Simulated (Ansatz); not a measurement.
**How far is PAW off for Al₂Au?**

```
Al Au
1.0
     0.00000    3.00000    3.00000
     3.00000    0.00000    3.00000
     3.00000    3.00000    0.00000
Al Au
2 1
Direct
  0.25000 0.25000 0.25000
  0.75000 0.75000 0.75000
  0.00000 0.00000 0.00000
```

Atom numbers follow the list: Al1, Al2, Au3.

The cell is COD entry 9008999, as deposited and not checked against the literature; nothing was relaxed.

Spin–orbit coupling is left out, though it moves levels of the heavy atoms by tenths of an eV or more.

Levels of theory: DFT, PBE, PAW with Ansatz's default frozen-core files, scalar-relativistic (Ansatz 0.2.0); DFT, PBE, all-electron PAW with datasets made for the crystal, scalar-relativistic (Ansatz 0.2.0); DFT, PBE, all-electron LAPW, scalar-relativistic (Ansatz 0.2.0).

For PAW: a Γ-centred 11×11×11 k mesh, Fermi–Dirac smearing of 0.05 eV, cutoff 420 eV, no spin polarisation. The crystal-made all-electron datasets (AE datasets) take a cutoff of 260 eV at this cell. LAPW targets a basis error of 0.5 meV/atom. The Ansatz runs share mesh, smearing and spin set-up. Plane-wave (PAW) pressures include the program's estimate of the Pulay term.

Stress and pressure are positive in compression.

Levels count from the Fermi level.

| quantity | PAW | AE datasets | LAPW |
| --- | --- | --- | --- |
| pressure (GPa) | 3.42 | 3.40 | 3.40 |
| highest filled level at Γ (eV) | -5.679 | -5.677 | -5.677 |
| lowest empty level at Γ (eV) | 2.200 | 2.198 | 2.198 |
| highest filled level at K (eV) | -1.410 | -1.412 | -1.412 |
| lowest empty level at K (eV) | 1.807 | 1.810 | 1.810 |

PAW's pressure differs from the LAPW value by +0.02 GPa.
